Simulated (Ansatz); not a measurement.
## Phonons of CdI2-type YbF2

The computed numbers are results of PBEsol, scalar-relativistic (no spin polarisation) in the plane-wave PAW code Ansatz at 420 eV, Gaussian smearing of 0.15 eV; PAW files: Ansatz's generated set soft_2.

```
Yb F
1.0
     3.65135    0.00000    0.00000
    -1.82568    3.16216    0.00000
     0.00000    0.00000    4.57424
Yb F
1 2
Direct
  0.00000 0.00000 0.00000
  0.33333 0.66667 0.20782
  0.66667 0.33333 0.79218
```

The start was a prototype's sites filled with these elements, not a measured cell.

Force constants come from finite displacements in a 3×3×2 supercell (the unit cell's 12×12×8 k-mesh, folded to it); the long-range dipole term is not included. Points in reciprocal vectors of this cell: Γ = (0.000, 0.000, 0.000), M = (0.500, 0.000, 0.000), K = (0.333, 0.333, 0.000), A = (0.000, 0.000, 0.500), L = (0.500, 0.000, 0.500), H = (0.333, 0.333, 0.500).

Q: Is the structure dynamically stable along this path, and where does the spectrum end?

A: No: a branch is imaginary, down to 30i cm⁻¹ at M. The highest frequency is 315 cm⁻¹, at L. Points that don't fit the supercell are interpolated.

Frequencies at the named points (cm⁻¹, imaginary ones negative):
```
point                             ω (cm⁻¹)
    Γ        0 0 0 190 209 209 268 293 293
    M   -30 71 123 208 215 251 261 264 303
    K  -27 110 110 209 220 220 272 272 308
    A     -3 -3 21 212 212 212 250 291 291
    L    20 68 122 200 215 255 257 269 315
    H   32 110 110 205 205 219 282 282 307
```

The crystal is a metal or nearly so; low and unstable modes depend on mesh and smearing.

Run time: 32 min on 4 threads of Arm Neoverse V2 (shared host), peak memory 6.1 GiB.

Without a U the 4f levels of Yb lie too near the Fermi level, so their share of the states there, and what hangs on it, is overstated. Spin–orbit coupling, which matters for such heavy elements, is left out. Spin polarisation wasn't allowed in this run, so with an open shell this may not be the ground state.
